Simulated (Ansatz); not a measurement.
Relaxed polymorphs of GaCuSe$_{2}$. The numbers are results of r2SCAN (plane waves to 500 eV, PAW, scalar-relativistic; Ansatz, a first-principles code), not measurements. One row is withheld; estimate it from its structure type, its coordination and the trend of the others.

| structure | coordination | E − E(first row) (eV/atom) | V (Å³/atom) | gap (eV, no SOC) |
|---|---|---|---|---|
| I-42d, tI16, chalcopyrite type | Cu 4 (tetrahedral), Ga 4 (tetrahedral), Se 4 (tetrahedral) | 0.000 | 21.81 | 0.57 |
| P-6, hP8 | – | 0.84 | 22.41 | 0.00 |
| P6₃/mmc, hP8 | – | 0.278 | 22.71 | 0.34 |
| Pna2₁, oP16 | – | 0.009 | 21.83 | 0.68 |
| P321, hP8 | – | 0.59 | 26.20 | 0.00 |
| R-3m, hR4, AFLOW prototype ABC2_hR4_166_a_b_c (F5_1, as in NaCrS2) | – | [?] | [?] | [?] |
| P4₂/nnm, tP8 | – | 0.89 | 19.07 | 0.00 |
| Amm2, oS8 | – | 0.52 | 23.33 | 0.00 |

**Question.** Fill in the missing entries.

**Answer.** 
- R-3m, hR4, AFLOW prototype ABC2_hR4_166_a_b_c (F5_1, as in NaCrS2), E − E(first row) (eV/atom): 0.26
- R-3m, hR4, AFLOW prototype ABC2_hR4_166_a_b_c (F5_1, as in NaCrS2), V (Å³/atom): 18.18
- R-3m, hR4, AFLOW prototype ABC2_hR4_166_a_b_c (F5_1, as in NaCrS2), gap (eV, no SOC): 0.00

The withheld cell: R-3m, hexagonal axes (No. 166), hR4, AFLOW prototype ABC2_hR4_166_a_b_c (F5_1, as in NaCrS2); a = b = 3.7195 Å, c = 18.2033 Å, α = β = 90.00°, γ = 120.00°; Cu 3a (0.000, 0.000, 0.000); Ga 3b (0.000, 0.000, 0.500); Se 6c (0.000, 0.000, 0.251). Coordination numbers (neighbours up to the widest gap in distance over summed covalent radii, below 1.35; n+m marks a second, longer set; metal–metal contacts left out).

2 runs with a doubtful electronic state, a coarser numerical grid, an end not at rest or a source that can't be used are left out. Each run could gain symmetry but not lose that of its start, so entries can be saddle points. From databases, or of a type measured for this composition: I-42d, tI16, chalcopyrite type; the others are generated cells (placed on structure types, drawn at random, substituted or restacked) that were not matched to a known phase here. Energies are at zero temperature and pressure, without zero-point motion. The runs use different k-meshes, so differences are rounded accordingly. No spin polarisation in the result. Gaps of cells over 8 atoms come from the SCF mesh and high-symmetry points alone.
